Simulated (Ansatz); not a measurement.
Space group Pm-3m (No. 221). a = 3.992 Å, b = 3.992 Å, c = 3.992 Å, α = 90.00°, β = 90.00°, γ = 90.00°
```tsv
atom	site	symmetry	x	y	z
K	1a	m-3m	0.0000	0.0000	0.0000
Mg	1b	m-3m	0.5000	0.5000	0.5000
H	3c	4/mm.m	0.0000	0.5000	0.5000
```

Equation of state of this KMgH3 structure (not necessarily the ground state), with shape and atoms relaxed at each volume where symmetry leaves them free. Computed with DFT r2SCAN, scalar-relativistic, plane waves, PAW in Ansatz.

Plane waves to 500 eV, a k mesh through Γ of 6×6×6 on the computed 5-atom cell and Gaussian smearing (0.02 eV); no spin polarisation.

```json
{"V (Å³/atom)": "11.960", "E − E(largest V) (meV/atom)": "0.94", "P (GPa)": "2.59", "gap on mesh (eV)": "3.44"}
{"V (Å³/atom)": "12.342", "E − E(largest V) (meV/atom)": "-3.53", "P (GPa)": "1.20", "gap on mesh (eV)": "3.31"}
{"V (Å³/atom)": "12.723", "E − E(largest V) (meV/atom)": "-4.92", "P (GPa)": "-0.01", "gap on mesh (eV)": "3.20"}
{"V (Å³/atom)": "13.105", "E − E(largest V) (meV/atom)": "-3.63", "P (GPa)": "-1.06", "gap on mesh (eV)": "3.09"}
{"V (Å³/atom)": "13.487", "E − E(largest V) (meV/atom)": "0.00", "P (GPa)": "-1.97", "gap on mesh (eV)": "2.99"}
```

**Question.** Fit a third-order Birch–Murnaghan equation to E(V).

**Answer.** V0 = 12.72 Å³/atom, B0 = 37 GPa, B0' = 3.6.

Cost: 5 runs of about 0.84 core-minutes in all, on Intel Xeon Processor @ 2.50GHz (Skylake/Cascade Lake) (shared hosts).